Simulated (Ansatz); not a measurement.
Relaxed candidate structures of Na:

A. P6₃/mmc (No. 194), hP2, hcp (Mg type); a = 3.764 Å, b = 3.764 Å, c = 6.153 Å, α = 90.00°, β = 90.00°, γ = 120.00°; Na 2d (0.667, 0.333, 0.250)

B. Pm-3m (No. 221), cP1, simple cubic type; a = 3.4154 Å, b = 3.4154 Å, c = 3.4154 Å, α = 90.00°, β = 90.00°, γ = 90.00°; Na 1a (0.000, 0.000, 0.000)

C. Ia-3d (No. 230), cI16; a = b = c = 8.722 Å, α = β = γ = 90.00°; Na 16b (0.125, 0.125, 0.125)

Task: Rank these by energy per atom (lowest first), as r2SCAN (plane waves to 500 eV, PAW, scalar-relativistic; Ansatz, a program for electronic structure) gives it.

Result: A (reference), B (+0.12 eV/atom), C (+0.23 eV/atom)

Each run could gain symmetry but not lose that of its start, so entries can be saddle points. From databases, or of a type measured for this composition: P6₃/mmc, hP2, hcp (Mg type); the others are generated cells (placed on structure types, drawn at random, substituted or restacked) that were not matched to a known phase here. Energies are at zero temperature and pressure, without zero-point motion. The runs use different k-meshes, so differences are rounded accordingly. No spin polarisation in the result.
